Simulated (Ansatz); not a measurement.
Trial structure of ZnSe3, not yet relaxed:

```xyz
4
Lattice="2.3870 -3.6889 0.0000 2.3870 3.6889 0.0000 0.0000 0.0000 6.0447" Properties=species:S:1:pos:R:3 pbc="T T T"
Zn    2.3870    0.0000    3.0224
Se    2.3870    1.8572    3.0224
Se    2.3870   -1.8572    3.0224
Se    0.0000    0.0000    3.0224
```

Level of theory: DFT PBE, scalar-relativistic, plane waves, PAW (Ansatz 0.2.0). Cutoff 420 eV; k points 4×4×4 on the computed 4-atom cell (Γ-centred); Gaussian smearing, width 0.10 eV; no spin polarisation.

Energies over the elements count from the elements' standard structures at the same level, with no fitted energy shifts.

Task: What does a single point on this coarse mesh give?

Result: The pressure is 82.8 GPa (the mean over three directions, positive in compression), the largest force is 10.02 eV/Å, and the energy is +4.47 eV/atom against the elements. The shortest distance is 1.83 Å.

Task: How much does it gain on relaxing, and where does it end?

Result: Relaxing gains about 4.4 eV/atom (the start's value is from the coarse mesh, so the gain is rough) in 35 ionic steps and ends at +0.07 eV/atom on the finer mesh. The symmetry stays Cmmm (No. 65). The volume per atom shrinks by 5.7 %, from 26.6 to 25.1 Å³. The shortest distance goes from 1.83 Å (Se–Se) to 2.55 Å (Zn–Se). Conventional cell: a = 5.193 Å, b = 10.402 Å, c = 3.717 Å. Zn has 4 Se at 2.55–2.60 Å; Se on a site of symmetry m2m is surrounded by 1 Zn at 2.55 Å and 3 Se at 2.60–2.65 Å; Se on a site of symmetry mmm is surrounded by 2 Zn at 2.60 Å and 2 Se at 2.65 Å.

The last run used a 10×10×12 mesh (in the run's order of axes) for its 4-atom cell and Gaussian smearing of 0.10 eV. Weakly bound directions are ill-defined at this level, which has no dispersion term. The reference form of Se is held partly by dispersion forces, which this level lacks. The relaxation can't lower the symmetry of the start. Symmetry constrained the relaxation, so the result can be a saddle point.
